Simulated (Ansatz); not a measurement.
Geometry optimisation in Ansatz: input, command and trajectory.

```yaml
crystal:
  lattice:
    - [-5.87621373, 3.91747582, 1.95873791]
    - [5.87621373, 3.91747582, -1.95873791]
    - [-1.95873791, -3.91747582, -5.87621373]
  atoms:
    - { symbol: Cu, position: [0.6035787395, 0.2012361422, 0.800725189] }
    - { symbol: Cu, position: [0.6551715672, 0.5476678152, 0.7037254543] }
    - { symbol: Cu, position: [0.499595135, 0.4981049584, 0.9970786116] }
    - { symbol: Cu, position: [0.9034156024, 0.3013404634, 0.2009415343] }
    - { symbol: Cu, position: [0.9486157924, 0.6449941527, 0.0936747248] }
    - { symbol: Ru, position: [0.1507647407, 0.0537602011, 0.701531123] }
    - { symbol: Ru, position: [0.2464346693, 0.7500804662, 0.4951004638] }
    - { symbol: Ru, position: [0.2988929556, 0.097523452, 0.4058586419] }
    - { symbol: Ru, position: [0.3554085948, 0.4500609513, 0.2961500255] }
    - { symbol: Ru, position: [0.4034993733, 0.8024974311, 0.2008938869] }
    - { symbol: Ru, position: [0.803954291, 0.6026425142, 0.4029385866] }
    - { symbol: Ru, position: [0.4538872532, 0.1521349048, 0.106548006] }
    - { symbol: Au, position: [0.051801322, 0.3528681864, 0.8999192366] }
    - { symbol: Au, position: [0.1076246116, 0.7064129236, 0.8038307563] }
    - { symbol: Au, position: [0.5451997703, 0.8485547928, 0.8993756792] }
    - { symbol: Au, position: [0.1981939555, 0.3978069868, 0.5983203577] }
    - { symbol: Au, position: [0.6993836772, 0.9013855202, 0.6006679339] }
    - { symbol: Au, position: [0.0034423289, 0.0023440665, 0.9989428379] }
    - { symbol: Au, position: [0.747280784, 0.2445444422, 0.4962862866] }
    - { symbol: Au, position: [0.8480497085, 0.9502504344, 0.3023513055] }
  symmetry: { detect: false }
basis:
  ecutwfc: 420
kpoints:
  mp_grid: { grid: [2, 2, 2], shift: [0.5, 0.5, 0.5] }
hamiltonian:
  xc: pbe
scf:
  occupations: { method: gaussian, width: 0.1 }
  lower_state_search: "off"
output:
  forces: true
  stress: true
  eigenvalues: true
relax:
  adjacent_minimum: "off"
  f_tol: 0.04
  max_steps: 50
  cell: { stress_tol: 0.3 }
```

```bash
ansatz run input.yaml --threads 4 --pin off --max-ram 9216MiB --backend cpu --events-out ev --progress --plain --runs-dir out
```

Level of theory: DFT PBE, scalar-relativistic, plane waves, PAW (Ansatz).

Of 9 frames 8 are shown, positions in Å and forces in eV/Å; the SCF threshold varies from step to step. Steps run on the plane waves of an earlier cell, with a Pulay correction in the pressure. The basis is chosen afresh for the last frame, the zero of the energies, and at times for earlier ones too; energy and pressure can step there, also at an unchanged geometry. Where two frames share a geometry here, they differ by under 2 meV/atom and 0.3 GPa. The mark taken_back stands on steps that the optimiser undid.

```xyz
20
Lattice="-5.8762 3.9175 1.9587 5.8762 3.9175 -1.9587 -1.9587 -3.9175 -5.8762" Properties=species:S:1:pos:R:3:forces:R:3 pbc="T T T" step=1 free_energy_over_end_meV_per_atom=78.04 pressure_GPa=1.18
Cu   -3.9327    0.0160   -3.9171    0.6179   -0.2668   -0.3719
Cu   -2.0101    1.9553   -3.9247    0.0663   -0.2821    0.1758
Cu   -1.9618    0.0024   -5.8561   -0.6336   -0.0259   -0.0857
Cu   -3.9315    3.9324   -0.0015    0.6444    0.2666   -0.1606
Cu   -1.9676    5.8760    0.0443   -0.1393   -0.3231   -0.4068
Ru   -1.9441   -1.9470   -3.9323   -2.0984    0.7843    1.0924
Ru    1.9898    1.9643   -3.8958    1.7469    0.8939    1.1322
Ru   -1.9783   -0.0370   -1.9905   -0.8133   -0.3747    0.2464
Ru   -0.0239    1.9952   -1.9256   -0.7353    0.6688   -0.2548
Ru    1.9511    3.9375   -1.9620    0.9388   -1.3614   -1.1734
Ru   -1.9722    3.9318   -1.9734   -0.2160   -0.2751    0.7817
Ru   -1.9819    1.9567   -0.0350    1.1644    0.6059   -0.8381
Au    0.0064   -1.9401   -5.8778   -0.0675   -0.1349   -1.3807
Au    1.9441    0.0400   -5.8964    1.0520   -0.5588   -0.0970
Au    0.0209    1.9367   -5.8791   -0.3498    0.7525    0.0707
Au    0.0010   -0.0091   -3.9068   -0.9246    1.1549    0.7329
Au    0.0105    3.9179   -3.9253   -0.4608   -1.0120    0.3967
Au   -1.9631   -3.8907   -5.8678   -0.5116   -0.5668   -0.7202
Au   -3.9263    1.9413   -1.9316    1.5388    0.0669   -0.4243
Au    0.0083    5.8603   -1.9769   -0.8195   -0.0121    1.2847
20
Lattice="-5.8858 3.9382 1.9441 5.8856 3.9399 -1.9480 -1.9757 -3.9361 -5.8780" Properties=species:S:1:pos:R:3:forces:R:3 pbc="T T T" step=2 free_energy_over_end_meV_per_atom=12.41 pressure_GPa=-0.30
Cu   -3.9153    0.0021   -3.9500    0.1100    0.0122   -0.2091
Cu   -2.0205    1.9408   -3.9255    0.0228   -0.1504   -0.0128
Cu   -2.0098    0.0042   -5.8712   -0.1591   -0.0019    0.1225
Cu   -3.8952    3.9684   -0.0308    0.3013    0.0072   -0.1042
Cu   -1.9613    5.8677    0.0194    0.0378   -0.3276    0.0517
Ru   -2.1230   -1.8991   -3.8499   -0.1851    0.3306   -0.2598
Ru    2.1141    2.0358   -3.7946    0.0867   -0.1810    0.1117
Ru   -2.0424   -0.0487   -1.9662   -0.1003   -0.2627    0.0015
Ru   -0.0850    2.0637   -1.9617   -0.1035    0.3468    0.1187
Ru    2.0391    3.8762   -2.0455    0.1302   -0.0518   -0.0582
Ru   -1.9991    3.9362   -1.9154   -0.0545   -0.0159    0.5092
Ru   -1.8914    2.0058   -0.1027    0.3890    0.2722    0.3021
Au   -0.0320   -1.9593   -5.9691   -0.0158   -0.0027    0.2720
Au    2.0102    0.0042   -5.8943   -0.3965   -0.0627    0.1500
Au    0.0133    1.9932   -5.8874    0.4341   -0.1720   -0.1759
Au   -0.0829    0.0831   -3.8426    0.0866   -0.1847   -0.2174
Au   -0.0472    3.8843   -3.9017   -0.1714    0.5656   -0.0986
Au   -2.0244   -3.9469   -5.9360    0.1985    0.3377    0.0202
Au   -3.8457    1.9553   -1.9704   -0.7180    0.0065   -0.0662
Au   -0.0514    5.8792   -1.8930    0.1068   -0.4653   -0.4574
20
Lattice="-5.7676 3.8959 1.9699 5.9414 4.1518 -1.9603 -2.0044 -4.0745 -5.7982" Properties=species:S:1:pos:R:3:forces:R:3 pbc="T T T" step=3 free_energy_over_end_meV_per_atom=8.89 pressure_GPa=0.56
Cu   -3.8009   -0.0610   -3.8641   -0.5886    0.3215   -0.3018
Cu   -1.8902    1.9266   -3.8431   -0.2025    0.0412    0.0354
Cu   -1.9521   -0.0016   -5.7365    0.0072   -0.0725    0.0270
Cu   -3.7306    3.9715    0.0146   -0.0639    0.0144    0.1719
Cu   -1.8038    5.8850    0.0915    0.0725    0.0150   -0.0226
Ru   -2.1759   -1.9393   -3.8256    0.1226   -0.5392   -0.4114
Ru    2.1278    2.0701   -3.7416    0.2713    0.0020    0.0445
Ru   -2.0911   -0.2288   -1.9485   -0.0243    0.0868    0.1487
Ru    0.0058    2.2307   -1.9647    0.1864   -0.2112    0.1530
Ru    2.1239    3.9373   -2.0387   -0.2597    0.1482   -0.0707
Ru   -1.9469    3.9704   -1.7766    0.2352   -0.1180   -0.0948
Ru   -1.7263    2.0848   -0.0615   -0.2314    0.2464    0.1904
Au   -0.0489   -1.9824   -5.8659    0.0521   -0.0495    0.2046
Au    2.0727   -0.0142   -5.8667   -0.0700    0.1576   -0.0097
Au    0.1898    2.0331   -5.8410    0.0612   -0.0166    0.0138
Au   -0.0659    0.0779   -3.7740    0.1322   -0.0749    0.0762
Au   -0.0329    4.0312   -3.9011    0.1434    0.0750   -0.1427
Au   -2.0389   -4.0457   -5.9989    0.2425   -0.1124    0.0731
Au   -3.8083    1.8922   -1.8724   -0.0189    0.0375   -0.1073
Au    0.0826    5.8962   -1.8667   -0.0666    0.0485    0.0221
20
Lattice="-5.8508 3.9329 1.9613 5.9130 4.0311 -1.9713 -1.9684 -3.9900 -5.8238" Properties=species:S:1:pos:R:3:forces:R:3 pbc="T T T" step=4 free_energy_over_end_meV_per_atom=0.73 pressure_GPa=-0.33
Cu   -3.8809    0.0085   -3.9271   -0.0522    0.0550   -0.0548
Cu   -1.9644    1.9387   -3.8664   -0.0260   -0.0209    0.0253
Cu   -1.9770    0.0261   -5.7777    0.0348    0.0580    0.0442
Cu   -3.8092    3.9805    0.0047    0.0354   -0.0005    0.0034
Cu   -1.8916    5.8676    0.0578    0.0643   -0.0066    0.0301
Ru   -2.1592   -1.9024   -3.8690   -0.0929    0.0403   -0.0410
Ru    2.1500    2.0304   -3.7650   -0.0305   -0.0946   -0.0907
Ru   -2.0820   -0.1450   -1.9571    0.0259    0.1000    0.0128
Ru   -0.0312    2.1801   -1.9558    0.0900   -0.0313   -0.0686
Ru    2.0719    3.8972   -2.0613   -0.0245   -0.0290   -0.0223
Ru   -1.9779    3.9450   -1.8197   -0.0712   -0.0224    0.0846
Ru   -1.8018    2.0733   -0.0664    0.0238   -0.0329    0.0120
Au   -0.0244   -1.9474   -5.8927   -0.0154    0.0246    0.0473
Au    2.0518   -0.0082   -5.8802   -0.0231    0.0040    0.0076
Au    0.1375    2.0158   -5.8721    0.0349   -0.0277    0.0401
Au   -0.0633    0.0870   -3.7943    0.0186   -0.0005    0.0177
Au   -0.0589    3.9841   -3.9231    0.0182    0.0020   -0.0337
Au   -1.9981   -3.9700   -5.9725    0.0076   -0.0229    0.0189
Au   -3.8634    1.9363   -1.9140   -0.0244   -0.0093    0.0018
Au   -0.0040    5.8709   -1.8984    0.0061    0.0146   -0.0345
20
Lattice="-5.8603 3.9345 1.9536 5.9032 4.0093 -1.9744 -1.9592 -3.9670 -5.8132" Properties=species:S:1:pos:R:3:forces:R:3 pbc="T T T" step=5 free_energy_over_end_meV_per_atom=0.18 pressure_GPa=0.29
Cu   -3.8943    0.0365   -3.9338    0.0007    0.0178   -0.0098
Cu   -1.9733    1.9410   -3.8563    0.0044   -0.0115    0.0109
Cu   -1.9722    0.0505   -5.7678    0.0138    0.0293    0.0094
Cu   -3.8139    3.9779    0.0046    0.0080    0.0038    0.0037
Cu   -1.8986    5.8614    0.0501    0.0149    0.0022    0.0085
Ru   -2.1712   -1.8762   -3.8703    0.0317    0.0082   -0.0386
Ru    2.1500    2.0135   -3.7748    0.0359   -0.0485   -0.0129
Ru   -2.0802   -0.1213   -1.9552   -0.0067    0.0289    0.0184
Ru   -0.0214    2.1731   -1.9621   -0.0222    0.0085    0.0007
Ru    2.0608    3.8783   -2.0712   -0.0200   -0.0107    0.0188
Ru   -1.9878    3.9347   -1.8140   -0.0234   -0.0061    0.0394
Ru   -1.8031    2.0662   -0.0720   -0.0104    0.0094   -0.0236
Au   -0.0249   -1.9283   -5.8768   -0.0219    0.0082   -0.0029
Au    2.0497   -0.0085   -5.8725   -0.0013   -0.0121   -0.0078
Au    0.1345    2.0106   -5.8689    0.0119   -0.0036   -0.0001
Au   -0.0603    0.0920   -3.7868    0.0060   -0.0122   -0.0091
Au   -0.0691    3.9766   -3.9281   -0.0003    0.0050   -0.0044
Au   -1.9871   -3.9519   -5.9567   -0.0041   -0.0028    0.0054
Au   -3.8742    1.9422   -1.9132   -0.0143   -0.0109    0.0230
Au   -0.0218    5.8617   -1.9103   -0.0027   -0.0029   -0.0285
20
Lattice="-5.8811 3.9317 1.9748 5.9222 4.0043 -1.9968 -1.9480 -3.9617 -5.8270" Properties=species:S:1:pos:R:3:forces:R:3 pbc="T T T" step=6 free_energy_over_end_meV_per_atom=0.38 pressure_GPa=-0.53 taken_back
Cu   -3.8916    0.0420   -3.9374    0.0046    0.0341   -0.0009
Cu   -1.9679    1.9396   -3.8579   -0.0284   -0.0178    0.0278
Cu   -1.9580    0.0655   -5.7837   -0.0036    0.0067    0.0171
Cu   -3.8228    3.9851    0.0160   -0.0068    0.0013    0.0211
Cu   -1.9002    5.8613    0.0579   -0.0165   -0.0139   -0.0098
Ru   -2.1579   -1.8639   -3.8913   -0.0723   -0.0382    0.0416
Ru    2.1900    1.9990   -3.8166   -0.0394    0.0006    0.0198
Ru   -2.0820   -0.1093   -1.9513    0.0329    0.0009   -0.0124
Ru   -0.0343    2.1710   -1.9562    0.1362    0.0187   -0.0216
Ru    2.0600    3.8523   -2.0900    0.0227   -0.0023   -0.0345
Ru   -1.9965    3.9269   -1.8008   -0.0115    0.0204   -0.0222
Ru   -1.8058    2.0648   -0.0697   -0.0032   -0.0064   -0.0189
Au   -0.0202   -1.9209   -5.8845    0.0226   -0.0227   -0.0462
Au    2.0742   -0.0169   -5.9046   -0.0030    0.0357    0.0351
Au    0.1635    2.0108   -5.9021   -0.0121   -0.0103    0.0156
Au   -0.0465    0.1042   -3.7991   -0.0247   -0.0205    0.0275
Au   -0.0664    3.9610   -3.9379    0.0177    0.0201   -0.0149
Au   -1.9756   -3.9546   -5.9676    0.0020    0.0061   -0.0168
Au   -3.8931    1.9404   -1.8971    0.0126   -0.0146   -0.0260
Au   -0.0210    5.8553   -1.9256   -0.0297    0.0024    0.0187
20
Lattice="-5.8648 3.9303 1.9560 5.9126 4.0147 -1.9815 -1.9597 -3.9653 -5.8122" Properties=species:S:1:pos:R:3:forces:R:3 pbc="T T T" step=7 free_energy_over_end_meV_per_atom=0.11 pressure_GPa=0.03
Cu   -3.8888    0.0429   -3.9393   -0.0238   -0.0105    0.0311
Cu   -1.9739    1.9369   -3.8486    0.0128    0.0225    0.0100
Cu   -1.9750    0.0622   -5.7664    0.0403   -0.0116   -0.0152
Cu   -3.8077    3.9879    0.0166   -0.0269   -0.0440   -0.0412
Cu   -1.8888    5.8621    0.0532   -0.0143    0.0291   -0.0189
Ru   -2.1715   -1.8735   -3.8791    0.0066   -0.0009   -0.0039
Ru    2.1682    2.0074   -3.7858    0.0062   -0.0043   -0.0010
Ru   -2.0846   -0.1186   -1.9521   -0.0098    0.0042    0.0007
Ru   -0.0173    2.1781   -1.9631   -0.0023   -0.0004    0.0033
Ru    2.0609    3.8731   -2.0777    0.0007   -0.0075   -0.0072
Ru   -1.9918    3.9324   -1.8096   -0.0049    0.0018    0.0080
Ru   -1.8034    2.0666   -0.0771   -0.0026   -0.0072    0.0004
Au   -0.0230   -1.9260   -5.8779   -0.0249    0.0326    0.0166
Au    2.0562   -0.0068   -5.8790    0.0037    0.0018   -0.0047
Au    0.1412    2.0116   -5.8746    0.0185    0.0125   -0.0215
Au   -0.0604    0.0953   -3.7894    0.0243   -0.0072    0.0209
Au   -0.0650    3.9769   -3.9355    0.0026   -0.0107    0.0016
Au   -1.9877   -3.9521   -5.9576    0.0000    0.0008   -0.0069
Au   -3.8830    1.9420   -1.9067   -0.0054   -0.0043    0.0169
Au   -0.0224    5.8618   -1.9207   -0.0008    0.0033    0.0111
20
Lattice="-5.8654 3.9313 1.9596 5.9107 4.0112 -1.9835 -1.9567 -3.9647 -5.8168" Properties=species:S:1:pos:R:3:forces:R:3 pbc="T T T" step=9 free_energy_over_end_meV_per_atom=0.00 pressure_GPa=0.00
Cu   -3.8918    0.0427   -3.9377   -0.0032    0.0046    0.0038
Cu   -1.9708    1.9393   -3.8491   -0.0001    0.0010    0.0039
Cu   -1.9664    0.0620   -5.7711    0.0054    0.0020    0.0012
Cu   -3.8146    3.9809    0.0118   -0.0034   -0.0057   -0.0007
Cu   -1.8933    5.8631    0.0533   -0.0052    0.0028   -0.0010
Ru   -2.1690   -1.8714   -3.8820    0.0001    0.0021   -0.0016
Ru    2.1694    2.0041   -3.7914    0.0051   -0.0010    0.0024
Ru   -2.0836   -0.1164   -1.9533    0.0029   -0.0001   -0.0063
Ru   -0.0180    2.1773   -1.9625    0.0060    0.0002    0.0008
Ru    2.0599    3.8682   -2.0809   -0.0024   -0.0053    0.0042
Ru   -1.9925    3.9312   -1.8072   -0.0026    0.0014   -0.0008
Ru   -1.8025    2.0666   -0.0764   -0.0027   -0.0001   -0.0026
Au   -0.0247   -1.9230   -5.8797    0.0028    0.0002   -0.0007
Au    2.0584   -0.0094   -5.8843    0.0024   -0.0012    0.0008
Au    0.1463    2.0111   -5.8821   -0.0009    0.0007    0.0017
Au   -0.0558    0.0957   -3.7889   -0.0025    0.0030   -0.0011
Au   -0.0664    3.9733   -3.9366   -0.0020   -0.0011   -0.0043
Au   -1.9846   -3.9523   -5.9625    0.0033    0.0012    0.0009
Au   -3.8840    1.9409   -1.9051    0.0027   -0.0020   -0.0049
Au   -0.0239    5.8593   -1.9196   -0.0057   -0.0028    0.0042
```

The run took 77 s on 4 threads of AMD EPYC 9R45 96-Core Processor (Zen 5) (shared host), peak memory 1.6 GiB.

The k mesh is coarse. Spin–orbit coupling is left out, which can shift energies with elements as heavy as these.